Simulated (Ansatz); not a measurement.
BaTiO3:
```cif
data_BaO3Ti
_chemical_formula_sum 'Ba1 Ti1 O3'
_space_group_name_H-M_alt 'P 1'
_space_group_IT_number 1
_cell_length_a 3.95548
_cell_length_b 3.95548
_cell_length_c 4.04600
_cell_angle_alpha 90.000
_cell_angle_beta 90.000
_cell_angle_gamma 90.000
loop_
_space_group_symop_operation_xyz
  'x, y, z'
loop_
_atom_site_label
_atom_site_type_symbol
_atom_site_fract_x
_atom_site_fract_y
_atom_site_fract_z
_atom_site_occupancy
Ba1 Ba 0.50000 0.50000 0.58272 1
Ti1 Ti 0.00000 0.00000 0.09791 1
O1 O 0.00000 0.50000 0.06335 1
O2 O 0.50000 0.00000 0.06335 1
O3 O 0.00000 0.00000 0.55266 1
```

Relaxed with PBEsol. PBEsol in the plane-wave PAW code Ansatz gives a gap of 1.85 eV.

**Question.** What gap does HSE06 give on the same cell (Ansatz, PAW)?

**Answer.** 3.34 eV, 1.48 eV more. The hybrid was solved on a coarser mesh and at special points; its gap is the smallest among all of these.

| k | v1 PBEsol | c1 PBEsol | v1 HSE06 | c1 HSE06 |
|---|---|---|---|---|
| Γ | -0.37 | 1.85 | -0.35 | 3.34 |
| Z | -0.68 | 1.98 | ? | ? |
| M | -0.04 | 3.76 | ? | ? |
| A | 0.00 | 4.31 | ? | ? |
| R | -0.27 | 3.70 | -0.28 | 5.31 |
| X | -0.98 | 2.34 | ? | ? |

**Question.** Top valence (v1) and lowest conduction level (c1) in eV from each method's valence maximum (which need not be a listed point): supply the withheld HSE06 values.

**Answer.** 
- Z, v1 HSE06: -0.73
- Z, c1 HSE06: 3.48
- M, v1 HSE06: -0.04
- M, c1 HSE06: 5.37
- X, v1 HSE06: -1.06
- X, c1 HSE06: 3.83
- A, v1 HSE06: 0.00
- A, c1 HSE06: 6.02

Cost on shared cores: the PBEsol run (SCF on a 7×7×7 mesh, then bands and DOS) about 30 core-seconds (a rough figure), the HSE06 run (SCF on 4×4×4, then a few points) around 60 core-seconds (rough); the tasks are unlike.

Space group P4mm. The cell was relaxed with PBEsol under the symmetry of its start. The run is not spin-polarised. Spin–orbit coupling is left out wherever it is not named.

Potentials: the earlier of the program's two PAW sets.
